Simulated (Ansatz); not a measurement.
HfO2 in space group P4_2/nmc (No. 137; Hf on 2a, O on 4d), PBEsol (plane waves, PAW; program Ansatz), all energies at zero smearing, with the estimated change up to a 700 eV cutoff added, with one set of potentials and settings (totals compare only within such a set). Cell of 6 atoms (2 Hf, 4 O): -33450.336 eV.

```csv
element,reference phase,E (eV/atom)
Hf,"P6_3/mmc, 2 atoms in the cell",-15598.0268
O,"C2/m, 4 atoms in the cell, spin-polarised",-558.3554
```

Formation energy per atom, worked out: (-33450.336 − 2×(-15598.0268) − 4×(-558.3554))/6 = -3.477 eV/atom (-335 kJ per mol of atoms), at 0 K, without zero-point energy or fitted corrections.

This is a known high-temperature phase of the composition, computed here at zero pressure and temperature. The PBEsol relaxation kept the symmetry of its start; its stability against distortions is not shown here. No spin polarisation was allowed. The references are the lowest solids computed at this level, not always the standard phases (solids in place of the gases). Scalar-relativistic: spin–orbit coupling is off unless named, which matters more the heavier the elements.

Potentials: the later of the program's two PAW sets.
